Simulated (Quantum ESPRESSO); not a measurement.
Kohn-Sham bands of HgTe (zinc blende)

```
CELL_PARAMETERS angstrom
      0.00000     3.28999     3.28999
      3.28999     0.00000     3.28999
      3.28999     3.28999     0.00000
ATOMIC_POSITIONS crystal
  Hg 0.00000 0.00000 0.00000
  Te 0.75000 0.75000 0.75000
```

Materials Project entry mp-2730; symmetrised, unrelaxed at this level. COD (Crystallography Open Database) has the formula in 2 space groups, this one among them (matched by group alone). Computed values, not measurements, from PBEsol: Quantum ESPRESSO (norm-conserving PseudoDojo potentials, cutoff 66 Ry, no spin polarisation, no spin-orbit coupling) on a Γ-centred 8×8×8 mesh, then Wannier90. Density: 8×8×8 mesh, Gaussian smearing 0.01 Ry. Spin-orbit coupling is left out although heavy elements are present.

**Question.** List the Kohn-Sham levels between −8 and 3.0 eV relative to the Fermi level at the high-symmetry points, as a band run of pw.x on that density gives them (levels within 2 meV counted together).

**Answer.** 
```
point  k (reciprocal lattice)                                                     levels (eV)
-----  ----------------------  --------------------------------------------------------------
Γ           0.000 0.000 0.000                       -7.09 (×3), -6.62 (×2), -0.99, -0.06 (×3)
X         -0.500 -0.500 0.000  -6.92, -6.79 (×2), -6.57, -6.23, -5.23, -2.13 (×2), 1.81, 2.47
U         -0.375 -0.375 0.250    -6.92, -6.84, -6.72, -6.60, -6.16, -5.25, -2.73, -1.77, 2.13
K          -0.375 0.000 0.375    -6.92, -6.84, -6.72, -6.60, -6.16, -5.25, -2.73, -1.77, 2.13
L           0.000 0.000 0.500          -6.98 (×2), -6.60 (×2), -6.35, -5.24, -0.95 (×2), 0.58
W         -0.500 -0.250 0.250    -6.89, -6.85, -6.67, -6.65, -6.09, -5.30, -2.48, -2.40, 2.89
```
